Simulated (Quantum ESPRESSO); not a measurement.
## Band energies of AlAs

```
AlAs
1.0
    0.00000     2.83745     2.83745
    2.83745     0.00000     2.83745
    2.83745     2.83745     0.00000
Al As
1 1
Direct
  0.00000   0.00000   0.00000
  0.25000   0.25000   0.25000
```

norm-conserving PBE (Quantum ESPRESSO, 84 Ry, scalar-relativistic); path ΓXWKΓLUWLK,UX; energies in eV from the valence-band maximum.

```
k (1/Å)  point  band 5  band 6  band 7  band 8  band 9  band 10  band 11  band 12
-------  -----  ------  ------  ------  ------  ------  -------  -------  -------
0.00         Γ  -34.45  -11.83    0.00    0.00    0.00     1.99     4.28     4.28
0.22            -34.45  -11.70   -1.01   -0.34   -0.34     3.05     3.84     4.82
0.55            -34.45  -11.06   -3.21   -1.33   -1.33     2.59     3.76     6.81
0.89            -34.45  -10.17   -4.95   -2.02   -2.02     1.66     2.56     9.21
1.11         X  -34.45   -9.89   -5.40   -2.15   -2.15     1.45     2.30    10.27
1.22            -34.45   -9.89   -5.37   -2.26   -2.23     1.64     2.50     9.77
1.55            -34.45   -9.86   -5.10   -3.05   -2.75     3.75     4.75     6.36
1.66         W  -34.45   -9.86   -5.06   -3.15   -2.80     4.33     5.61     5.68
1.79            -34.45   -9.88   -5.08   -3.23   -2.54     3.67     5.17     6.24
2.05         K  -34.45   -9.92   -5.14   -3.38   -1.79     2.25     4.96     8.14
2.16            -34.45  -10.00   -5.05   -3.49   -1.57     2.53     6.12     7.44
2.48            -34.45  -10.59   -4.40   -2.70   -0.81     3.48     5.58     5.74
2.80            -34.45  -11.36   -2.69   -1.21   -0.20     3.48     4.51     4.75
3.12            -34.45  -11.80   -0.38   -0.09   -0.01     2.30     4.27     4.31
3.23         Γ  -34.45  -11.83    0.00    0.00    0.00     1.99     4.28     4.28
3.33            -34.45  -11.80   -0.40   -0.03   -0.03     2.29     4.32     4.35
3.65            -34.45  -11.37   -2.96   -0.40   -0.40     2.67     4.87     4.87
3.97            -34.45  -10.66   -5.03   -0.75   -0.75     2.22     4.78     4.78
4.19         L  -34.45  -10.43   -5.53   -0.82   -0.82     2.12     4.68     4.68
4.28            -34.45  -10.41   -5.51   -1.05   -0.86     2.34     4.59     4.79
4.57            -34.45  -10.18   -5.23   -2.73   -1.33     2.88     5.34     6.18
4.77            -34.45   -9.97   -5.11   -3.39   -1.67     2.42     5.60     7.48
4.86         U  -34.45   -9.92   -5.14   -3.38   -1.79     2.25     4.96     8.14
5.06            -34.45   -9.89   -5.10   -3.29   -2.29     3.14     5.07     6.69
5.25         W  -34.45   -9.86   -5.06   -3.15   -2.80     4.33     5.61     5.68
5.35            -34.45   -9.88   -5.05   -3.23   -2.60     4.24     5.24     5.93
5.65            -34.45  -10.17   -5.23   -2.67   -1.53     3.66     4.24     6.66
5.94            -34.45  -10.41   -5.51   -1.05   -0.86     2.35     4.59     4.80
6.04         L  -34.45  -10.43   -5.53   -0.82   -0.82     2.12     4.68     4.68
6.12            -34.45  -10.42   -5.52   -1.00   -0.85     2.29     4.61     4.76
6.38            -34.45  -10.23   -5.29   -2.46   -1.24     2.97     4.98     5.86
6.63            -34.45   -9.96   -5.11   -3.40   -1.68     2.39     5.52     7.59
6.72         K  -34.45   -9.92   -5.14   -3.38   -1.79     2.25     4.96     8.14
6.72         U  -34.45   -9.92   -5.14   -3.38   -1.79     2.25     4.96     8.14
6.81            -34.45   -9.89   -5.24   -3.09   -1.94     2.02     3.91     8.82
7.11         X  -34.45   -9.89   -5.40   -2.15   -2.15     1.45     2.30    10.27
```

The PBE gap is indirect, 1.45 eV, from Γ to X; the smallest direct gap is 1.99 eV.

Spin-orbit splittings are left out.

Geometry relaxed with PBEsol.
